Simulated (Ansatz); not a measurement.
CdSe (zinc blende)

```xyz
2
Lattice="0.0000 3.0981 3.0981 3.0981 0.0000 3.0981 3.0981 3.0981 0.0000" Properties=species:S:1:pos:R:3 pbc="T T T"
Se     4.6472     4.6472     4.6472
Cd     0.0000     0.0000     0.0000
```

The slice is a {111} plane (indices of the conventional cell) through the point (0.750, 0.750, 0.750) (fractional), spanned by u = [100] and v = [-1 2 0] in vectors of this cell: u (4.38 Å) and v (7.59 Å, at 90° to u). It covers one period; positions are fractions (u, v).

The numbers are results of PBE (plane waves to 420 eV, PAW, scalar-relativistic; Ansatz, an electronic-structure program), not measurements. k mesh 9×9×9. Near the nuclei the fields are pseudised (PAW); where an atom keeps semicore shells as valence, they peak there. CdSe was relaxed with its symmetry unable to fall.

Task: Sketch the electron localisation function (ELF) on this plane as a map.

Result: 
```
|xxxx%%@@@@##--..  ..--##@@@@%%xx|
|##%%@@@@%%**::      ::**%%@@@@%%|
|@@@@@@%%##==..      ..==##%%@@@@|
|@@@@%%##++::          ::++##%%@@|
|++++++==::..          ..::==++++|
|::::::....              ....::::|
|::........    ......    ........|
|--::::......::--==--::......::::|
|==--::..::--**######**--::..::--|
|----::..--**%%@@@@@@%%**--..::--|
|--::..::++@@@@@@@@@@@@@@++::..::|
|::....--%%@@@@%%##%%@@@@%%--....|
|....::**@@@@%%xxxxxx%%@@@@**::..|
|....--##@@@@##xxxxxx##@@@@##--..|
|  ..--##@@@@%%xxxxxx%%@@@@##--..|
|    ::**%%@@@@%%##%%@@@@%%**::  |
|    ..==##%%@@@@@@@@@@%%##==..  |
|      ::++##%%@@@@@@%%##++::    |
|      ..::==++++++++++==::..    |
|        ....::::::::::....      |
|....    ........::........    ..|
|==--::......::::--::::......::--|
|####**--::..::--==--::..::--**##|
|@@@@%%**--..::------::..--**%%@@|
|@@@@@@@@++::..::--::..::++@@@@@@|
|##%%@@@@%%--....::....--%%@@@@%%|
|xxxx%%@@@@**::......::**@@@@%%xx|
|xxxx##@@@@##--......--##@@@@##xx|
```
Scale: ten equal steps from 0.01 (start of ' ') to 0.81 (end of '@'), in the order ' .:-=+*#%@'. Values: electron localisation function (ELF). The map has 16 points along u (two characters each, u = 0 at the left) and 28 along v (v = 0 in the bottom row). Points within 0.5 Å of a nucleus are blanked (x), as the pseudised field means little there.
